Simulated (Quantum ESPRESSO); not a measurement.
# Mo3WSe6PCl: input and log of a self-consistent run

A calculation, not a measurement. The program is pw.x of Quantum ESPRESSO 7.5 (plane-wave density functional theory). The cell is made up: 12 atoms on a layered 2H lattice, with randomly drawn elements, strain and displacements, not relaxed. PseudoDojo standard norm-conserving files (v0.5 for PBE, v0.4.1 for LDA and PBEsol) set the functional; there is no spin polarisation, spin-orbit coupling or dispersion term, and the masses in the input are unused placeholders.

Input:

```
&control calculation='scf', pseudo_dir='./dojo.nc.sr.pbe.v0_5.standard.upf', outdir='./o', disk_io='low', tprnfor=.true., tstress=.true. /
&system ibrav=0, nat=12, ntyp=5, nbnd=88, ecutwfc=85.99341389, nosym=.true., tot_charge=0,
 occupations='smearing', smearing='fd', degauss=0.0018374661
/
&electrons conv_thr=7.350e-09, electron_maxstep=60, /
ATOMIC_SPECIES
Cl 1.0 Cl.upf
Mo 1.0 Mo.upf
P 1.0 P.upf
Se 1.0 Se.upf
W 1.0 W.upf
CELL_PARAMETERS angstrom
3.2529 -0.0288 -0.016
-0.0499 5.5233 0.0667
-0.0643 0.1543 12.8665
ATOMIC_POSITIONS angstrom
Mo 0.0125 1.8633 3.2769
Mo 1.6796 0.9832 9.664
W 1.4683 4.6498 3.2276
Mo -0.0513 3.9399 9.6988
Se -0.0268 1.8982 8.0895
Se -0.0749 2.0222 11.2999
P 1.5757 0.8819 1.5106
Se 1.6577 1.0284 4.8718
Se 1.6103 4.6971 8.1645
Se 1.5145 4.8578 11.4172
Se -0.0996 3.5883 1.7304
Cl -0.0054 3.6899 4.7791
K_POINTS automatic
7 4 2 1 1 1
```

The log is shortened where brackets say so; the opening notice, blank lines, dates and the lines on written files are dropped, and the path of the files is cut. It prints rydbergs, bohrs and kilobars, and counts compression as positive stress. With no partly filled state, the Fermi energy that it prints is only some level between the filled and the empty states on the mesh, and need not lie in the true gap.

```
     Program PWSCF v.7.5
     Parallel version (MPI & OpenMP), running on       4 processor cores
     Number of MPI processes:                 4
     Threads/MPI process:                     1
     [start-up lines left out]
     bravais-lattice index     =            0
     lattice parameter (alat)  =       6.1474  a.u.
     unit-cell volume          =    1559.6190 (a.u.)^3
     number of atoms/cell      =           12
     number of atomic types    =            5
     number of electrons       =       164.00
     number of Kohn-Sham states=           88
     kinetic-energy cutoff     =      85.9934  Ry
     charge density cutoff     =     343.9737  Ry
     scf convergence threshold =      7.3E-09
     mixing beta               =       0.7000
     number of iterations used =            8  plain     mixing
     Exchange-correlation= PBE
                           (   1   4   3   4   0   0   0)
     [axes and pseudopotential details left out]
   Cartesian axes
     site n.     atom                  positions (alat units)
         1        Mo     tau(   1) = (   0.0038425   0.5727826   1.0073264  )
         2        Mo     tau(   2) = (   0.5163128   0.3022379   2.9707352  )
         3        W      tau(   3) = (   0.4513587   1.4293589   0.9921714  )
         4        Mo     tau(   4) = (  -0.0157697   1.2111340   2.9814327  )
         5        Se     tau(   5) = (  -0.0082384   0.5835109   2.4867303  )
         6        Se     tau(   6) = (  -0.0230244   0.6216288   3.4736145  )
         7        P      tau(   7) = (   0.4843737   0.2710980   0.4643618  )
         8        Se     tau(   8) = (   0.5095807   0.3161325   1.4976022  )
         9        Se     tau(   9) = (   0.4950098   1.4438990   2.5097855  )
        10        Se     tau(  10) = (   0.4655607   1.4932986   3.5096727  )
        11        Se     tau(  11) = (  -0.0306173   1.1030514   0.5319288  )
        12        Cl     tau(  12) = (  -0.0016600   1.1342835   1.4691060  )
     number of k points=    28  Fermi-Dirac smearing, width (Ry)=  0.0018
                       cart. coord. in units 2pi/alat
        k(    1) = (   0.0723915   0.0735184   0.0626882), wk =   0.0714286
        k(    2) = (   0.0717830   0.0750398  -0.0637492), wk =   0.0714286
     [further k points left out]
     Dense  grid:   168003 G-vectors     FFT dimensions: (  40,  64, 144)
     Estimated max dynamical RAM per process >     547.38 MB
     Estimated total dynamical RAM >       2.02 GB
     Initial potential from superposition of free atoms
     starting charge     163.9946, renormalised to     164.0000
     Starting wfcs are  102 randomized atomic wfcs
     total cpu time spent up to now is        9.3 secs
     per-process dynamical memory:   390.7 Mb
     Self-consistent Calculation
     iteration #  1     ecut=    85.99 Ry     beta= 0.70
     Davidson diagonalization with overlap
     ethr =  1.00E-02,  avg # of iterations =  2.0
     Threshold (ethr) on eigenvalues was too large:
     Diagonalizing with lowered threshold
     Davidson diagonalization with overlap
     ethr =  6.40E-04,  avg # of iterations =  2.0
     total cpu time spent up to now is       46.8 secs
     total energy              =   -2074.60639176 Ry
     estimated scf accuracy    <       1.08502007 Ry
     iteration #  2     ecut=    85.99 Ry     beta= 0.70
     Davidson diagonalization with overlap
     ethr =  6.62E-04,  avg # of iterations =  8.4
     total cpu time spent up to now is       77.1 secs
     total energy              =   -2072.44193185 Ry
     estimated scf accuracy    <      25.61533023 Ry
     iteration #  3     ecut=    85.99 Ry     beta= 0.70
     Davidson diagonalization with overlap
     ethr =  6.62E-04,  avg # of iterations = 11.1
     total cpu time spent up to now is      106.0 secs
     total energy              =   -2074.71989841 Ry
     estimated scf accuracy    <       3.66011788 Ry
     iteration #  4     ecut=    85.99 Ry     beta= 0.70
     Davidson diagonalization with overlap
     ethr =  6.62E-04,  avg # of iterations =  9.5
     total cpu time spent up to now is      130.4 secs
     total energy              =   -2075.10248706 Ry
     estimated scf accuracy    <       0.77395133 Ry
     iteration #  5     ecut=    85.99 Ry     beta= 0.70
     Davidson diagonalization with overlap
     ethr =  4.72E-04,  avg # of iterations =  8.3
     total cpu time spent up to now is      153.0 secs
     total energy              =   -2075.17137850 Ry
     estimated scf accuracy    <       0.16742170 Ry
     [iterations 6 to 14 left out]
     iteration # 15     ecut=    85.99 Ry     beta= 0.70
     Davidson diagonalization with overlap
     ethr =  3.32E-09,  avg # of iterations =  2.9
     total cpu time spent up to now is      371.2 secs
     total energy              =   -2075.19420405 Ry
     estimated scf accuracy    <       0.00000067 Ry
     iteration # 16     ecut=    85.99 Ry     beta= 0.70
     Davidson diagonalization with overlap
     ethr =  4.07E-10,  avg # of iterations =  5.5
     total cpu time spent up to now is      393.8 secs
     total energy              =   -2075.19420418 Ry
     estimated scf accuracy    <       0.00000048 Ry
     iteration # 17     ecut=    85.99 Ry     beta= 0.70
     Davidson diagonalization with overlap
     ethr =  2.90E-10,  avg # of iterations =  2.1
     total cpu time spent up to now is      411.1 secs
     total energy              =   -2075.19420421 Ry
     estimated scf accuracy    <       0.00000009 Ry
     iteration # 18     ecut=    85.99 Ry     beta= 0.70
     Davidson diagonalization with overlap
     ethr =  5.65E-11,  avg # of iterations =  5.3
     total cpu time spent up to now is      430.3 secs
     total energy              =   -2075.19420422 Ry
     estimated scf accuracy    <       0.00000003 Ry
     iteration # 19     ecut=    85.99 Ry     beta= 0.70
     Davidson diagonalization with overlap
     ethr =  2.07E-11,  avg # of iterations =  3.0
     total cpu time spent up to now is      447.8 secs
     End of self-consistent calculation
          k = 0.0724 0.0735 0.0627 ( 20954 PWs)   bands (ev):
   -61.5807 -48.1425 -48.0795 -48.0405 -35.1183 -35.1153 -35.0666 -35.0442
   -35.0366 -35.0327 -35.0242 -35.0157 -35.0117 -35.0088 -34.9873 -34.9799
   -34.9704 -34.9543 -34.9319 -34.9167 -34.9106 -34.8859 -34.8680 -34.8664
   -34.8629 -34.8547 -34.8245 -34.8230 -34.8176 -34.8016 -34.7833 -34.7757
   -34.7554 -34.7401 -25.8338 -25.8288 -25.7866 -22.4168 -22.3651 -22.3425
   -22.3336 -22.2340 -22.1995 -22.1758 -22.0798 -22.0348  -5.1836  -1.9941
    -1.3911  -0.8604  -0.6342  -0.0948   0.1924   2.9848   5.2581   5.6992
     6.5910   6.9533   7.1285   7.4913   7.6117   8.2875   8.5783   9.1355
     9.3414   9.3730   9.6210   9.9045  10.0380  10.3040  10.5342  10.7830
    10.9990  11.1547  11.3349  11.4930  11.5210  11.6878  12.0191  12.2368
    12.5081  13.0444  14.1870  14.4085  14.7074  14.9109  15.0184  15.2712
     [levels at the other k points left out]
     the Fermi energy is    13.4704 ev
!    total energy              =   -2075.19420422 Ry
     estimated scf accuracy    <          3.7E-09 Ry
     smearing contrib. (-TS)   =      -0.00000000 Ry
     internal energy E=F+TS    =   -2075.19420422 Ry
     The total energy is F=E-TS. E is the sum of the following terms:
     one-electron contribution =   -1195.59384786 Ry
     hartree contribution      =     656.63772931 Ry
     xc contribution           =    -399.57601470 Ry
     ewald contribution        =   -1136.66207098 Ry
     convergence has been achieved in  19 iterations
     Forces acting on atoms (cartesian axes, Ry/au):
     atom    1 type  2   force =    -0.01581750   -0.09452992   -0.02661355
     atom    2 type  2   force =    -0.08710689    0.09182409    0.02222549
     atom    3 type  5   force =     0.09180828    0.04195683    0.02832639
     atom    4 type  2   force =     0.00957253   -0.09777321    0.09592829
     atom    5 type  4   force =     0.03506612    0.05189666   -0.06026239
     atom    6 type  4   force =     0.04445424    0.00522489    0.03988918
     atom    7 type  3   force =     0.00412622    0.01291633    0.03270267
     atom    8 type  4   force =    -0.00823597   -0.05699408    0.05491167
     atom    9 type  4   force =    -0.02297158    0.01442283   -0.15302150
     atom   10 type  4   force =     0.01993937   -0.06614483    0.05448373
     atom   11 type  4   force =    -0.03118721    0.07566073   -0.14643741
     atom   12 type  1   force =    -0.03964761    0.02153967    0.05786743
     Total force =     0.374706     Total SCF correction =     0.000317
     Computing stress (Cartesian axis) and pressure
          total   stress  (Ry/bohr**3)                   (kbar)     P=      134.81
   0.00070329   0.00015144   0.00006939          103.46       22.28       10.21
   0.00015144   0.00090417  -0.00049499           22.28      133.01      -72.81
   0.00006939  -0.00049499   0.00114173           10.21      -72.81      167.95
     init_run     :      8.74s CPU      9.04s WALL (       1 calls)
     electrons    :    431.28s CPU    438.48s WALL (       1 calls)
     forces       :      3.46s CPU      3.51s WALL (       1 calls)
     stress       :     11.68s CPU     11.94s WALL (       1 calls)
     [timing details left out]
     PWSCF        :   7m35.51s CPU   7m43.45s WALL
     JOB DONE.
```

In other units: free energy -28234.456 eV for the cell, pressure 13.48 GPa, largest force component 3.934 eV/Å. A rerun of this cell at a cutoff of 1467 eV and k mesh 9 x 6 x 4 moved values by no more than 0.003 eV in energy, 0.02 GPa in stress and 0.006 eV/Å in force.